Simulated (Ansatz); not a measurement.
Al$_{2}$Cu (Al2Cu type, space group I4/mcm)

```yaml
crystal:
  lattice:
    - [-3.00291, 3.00291, 2.39485]
    - [3.00291, -3.00291, 2.39485]
    - [3.00291, 3.00291, -2.39485]
  atoms:
    - { symbol: Al, position: [0.65905, 0.15905, 0.81810] }
    - { symbol: Al, position: [0.84095, 0.65905, 0.50000] }
    - { symbol: Al, position: [0.15905, 0.34095, 0.50000] }
    - { symbol: Al, position: [0.34095, 0.84095, 0.18190] }
    - { symbol: Cu, position: [0.25000, 0.25000, 0.00000] }
    - { symbol: Cu, position: [0.75000, 0.75000, 0.00000] }
```

Equation-of-state scan: isotropic scaling of the cell above, V₀ being its volume. The atoms relax within the cell's symmetry.

Method: r2SCAN (plane waves to 500 eV, PAW, scalar-relativistic; Ansatz, a quantum-chemistry and plane-wave program). k mesh 12×12×12 (Γ-centred), Fermi-Dirac smearing 0.05 eV. Energies are smeared free energies. With the shape held, the modulus is that of even scaling; a crystal free to change shape is softer. Al2Cu is run without spin polarisation. Al2Cu was relaxed with its symmetry unable to fall. ΔE is measured from the relaxed starting cell. The last digit holds for this mesh only.

```csv
V (Å³/atom),ΔE (meV/atom)
12.094,180.5
12.477,118.6
12.861,71.9
13.245,38.4
13.629,16.2
14.013,3.9
14.397,0.0
14.781,3.5
15.165,13.2
15.549,28.4
15.933,48.2
16.317,71.9
16.701,99.1
```

What is the fitted pressure derivative B₀′?

4.5.

What bulk modulus at fixed cell shape B₀ follows from a third-order Birch-Murnaghan fit?

114 GPa. Check by three points about V = 14.397 Å³/atom, step 0.768: d²E/dV² ≈ (16 − 2·0 + 13) meV / 0.768² = 0.0492 eV/Å⁶, and V·d²E/dV² × 160.2 = 113 GPa.

(A scan under strain: stresses follow from slopes of the energy per volume, elastic moduli from its curvatures.)
